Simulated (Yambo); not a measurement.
A free-standing ZrSe$_{2}$ monolayer (symmetry P-3m1, slab cell 16.1 Å high): the exchange self-energy on PBEsol orbitals (Yambo, 6×6×1 mesh) holds the Coulomb divergence, which is integrated with random points (RandQpts).

```csv
random points,exchange-only gap Γ → M (eV),shift of the valence edge (eV),gap against the reference (meV)
"1,000",7.56,-2.98,48
"10,000",7.51,-2.88,-7
"100,000",7.54,-2.94,23
"1,000,000",7.52,-2.90,6
"5,000,000",7.51,-2.89,reference
```

From 1,000,000 points on, the gap stays within 20 meV of the run with most points. The error is statistical; each row is a single draw, so the rows fix no rate of convergence.

Spin-orbit coupling is not included.

Geometry relaxed with PBEsol; primitive cell a = b = 3.749 Å, c = 16.100 Å, α = β = 90.00°, γ = 120.00°.

This is a model layer cut from the bulk structure; whether it is stable on its own was not checked.

A shift is the quasiparticle energy of the state minus its PBEsol energy.
